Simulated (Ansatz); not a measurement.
What DFT gives for EuMg$_{2}$Sb$_{2}$

```
Mg Sb Eu
1.0
     4.75336    0.00000    0.00000
    -2.37668    4.11653    0.00000
     0.00000    0.00000    7.82001
Mg Sb Eu
2 2 1
Cartesian
  -0.0002 2.7445 4.9329
  2.3769 1.3720 2.8871
  2.3769 1.3720 5.8423
  -0.0002 2.7445 1.9777
  0.0000 0.0000 0.0000
```

Single point in Ansatz 0.2.0 with PBE0, collinear spin. Cutoff 420 eV, PAW datasets, 5×5×3 Γ-centred k mesh, fermi-dirac filling (width 0.1 eV).

Magnetic state (reached from a saved solution, and it need not be the lowest): Eu5 up.

- Electronic structure: The gap on the k mesh is 1.69 eV; the mesh may miss the band edges, so the true gap of this level can be smaller.
- Stress: The pressure is -1.1 GPa (compression positive), so with the atoms held at these fractions the cell would first shrink.
- Moments: Eu5 +7.01 μB of spin moment in Bader basins; net size 7.00 μB a cell.
- Contacts: Mg–Sb at 2.89 Å: least valence density 0.16 e/Å³ and ELF 0.10 there, a closed-shell (ionic or weak) contact. Sb–Eu at 3.38 Å: least valence density 0.13 e/Å³ and ELF 0.17 there. Eu–Mg at 3.98 Å: least valence density 0.05 e/Å³ and ELF 0.08 there. Both are smooth PAW fields, read partly inside the augmentation spheres.
- Forces: The largest is on Sb3 (and as large on other atoms): 0.16 eV/Å, components (0.00, 0.00, -0.16). It makes 72° with the line to a nearest neighbour, Mg1 at 2.89 Å.

Origin: a database entry at a rescaled volume. Caveats: an odd or shifted mesh can miss the band edges, so this level's true gap may be smaller; no spin-orbit coupling, which can shift this gap by tenths of an eV; the exchange threshold is loose for a stress; the SCF threshold is loose for a stress.
